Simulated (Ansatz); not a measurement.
Polymorphs of ZrSe₂, each relaxed with HSE06 in the plane-wave PAW code Ansatz:

A: anatase (I4_1/amd)
a = b = 5.320 Å, c = 11.422 Å, α = β = γ = 90.00°

| atom | site | symmetry | x | y | z |
|---|---|---|---|---|---|
| Zr | 4b | -4m2 | 0.0000 | 0.0000 | 0.5000 |
| Se | 8e | 2mm. | 0.0000 | 0.0000 | 0.2676 |

B: fluorite (Fm-3m)
a = 6.561 Å, b = 6.561 Å, c = 6.561 Å, α = 90.00°, β = 90.00°, γ = 90.00°

| atom | site | symmetry | x | y | z |
|---|---|---|---|---|---|
| Zr | 4a | m-3m | 0.0000 | 0.0000 | 0.0000 |
| Se | 8c | -43m | 0.2500 | 0.2500 | 0.2500 |

Task: Rank these by energy per atom at 0 K (lowest first), as HSE06 gives it.

Result: A (+0 meV/atom), B (+194 meV/atom)

Task: Give each one's gap.

Result: A 0.52 eV; B no gap.

Constructed cells (a structure type filled with these elements, in neither database checked): A; B. All cells were relaxed under the symmetry of their starts (and spin orders); stability against distortions was not tested throughout. Rows with no word on spin ran without spin polarisation. Spin–orbit coupling is left out wherever it is not named.

Potentials: the later of the program's two PAW sets.
